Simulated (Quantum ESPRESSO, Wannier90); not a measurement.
SrTe (rock salt), plane waves to Wannier functions

```
begin unit_cell_cart
ang
    0.0000000000    3.3558350000    3.3558350000
    3.3558350000    0.0000000000    3.3558350000
    3.3558350000    3.3558350000    0.0000000000
end unit_cell_cart
begin atoms_frac
Sr   0.0000000000  0.0000000000  0.0000000000
Te   0.5000000000  0.5000000000  0.5000000000
end atoms_frac
```

Cell from Materials Project (mp-1958), symmetrised, no further relaxation. COD (Crystallography Open Database) has an entry of this formula and space group (matched by these alone). Computed values, not measurements, from LDA: Quantum ESPRESSO (norm-conserving PseudoDojo potentials, cutoff 66 Ry, no spin polarisation, no spin-orbit coupling) on a Γ-centred 8×8×8 mesh, then Wannier90. Density: 8×8×8 mesh, cold smearing 0.01 Ry. Spin-orbit coupling is left out although heavy elements are present.

Bands 11-13 form an isolated set from -2.80 to 0.00 eV relative to the valence-band maximum (on the path) and are turned into 3 Wannier functions by minimising the spread from the start: atomic waves Te 5p.

Centres (Cartesian, Å; one of the equivalent choices) and spreads:

```
n      x      y      z  spread (Å²)  nearest atom
-  -----  -----  -----  -----------  ------------
1  3.356  3.356  3.356        3.390           Te2
2  3.356  3.356  3.356        3.390           Te2
3  3.356  3.356  3.356        3.390           Te2
```

Ω_I = 10.10 Å², Ω_total = 10.17 Å²; the interpolated bands follow pw.x to 2.3 meV rms on the path. Only this start was tried; a symmetric start can stop on a saddle, and mixtures of these functions could lower the total by at most Ω_total − Ω_I.
